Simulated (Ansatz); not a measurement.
CuI (wurtzite)

```
CuI
1.0
    4.18654     0.00000     0.00000
   -2.09327     3.62565     0.00000
    0.00000     0.00000     6.89725
Cu I
2 2
Direct
  0.66667   0.33333   0.87371
  0.33333   0.66667   0.37371
  0.66667   0.33333   0.50129
  0.33333   0.66667   0.00129
```

This relaxed cell (volume V₀) is scaled evenly in all directions, its shape held. The atoms relax within the cell's symmetry.

Level of theory: PBEsol (plane waves to 420 eV, PAW, scalar-relativistic; Ansatz, a first-principles code). k mesh 9×9×5 (Γ-centred), Fermi-Dirac smearing 0.05 eV. The energy includes the smearing's −TS. With the shape held, the modulus is that of even scaling; a crystal free to change shape is softer. CuI is run without spin polarisation. CuI was relaxed with its symmetry unable to fall. Spin-orbit coupling is left out, though I is heavy. The PAW data are Ansatz's earlier set. This is one of several known forms of CuI; the measured ambient cells at hand have space group No. 156 or 216. The zero of ΔE is the relaxed starting cell.

```json
[
 {"V (Å³/atom)": "24.603", "ΔE (meV/atom)": "16.4"},
 {"V (Å³/atom)": "24.995", "ΔE (meV/atom)": "9.0"},
 {"V (Å³/atom)": "25.388", "ΔE (meV/atom)": "3.9"},
 {"V (Å³/atom)": "25.781", "ΔE (meV/atom)": "0.9"},
 {"V (Å³/atom)": "26.173", "ΔE (meV/atom)": "0.0"},
 {"V (Å³/atom)": "26.566", "ΔE (meV/atom)": "0.9"},
 {"V (Å³/atom)": "26.958", "ΔE (meV/atom)": "3.4"},
 {"V (Å³/atom)": "27.351", "ΔE (meV/atom)": "7.4"},
 {"V (Å³/atom)": "27.744", "ΔE (meV/atom)": "12.8"}
]
```

### Question
What is the fitted pressure derivative B₀′?

### Answer
5.2.

### Question
What bulk modulus at fixed cell shape B₀ follows from a third-order Birch-Murnaghan fit?

### Answer
49.2 GPa.

(A scan under strain: stresses follow from slopes of the energy per volume, elastic moduli from its curvatures.)
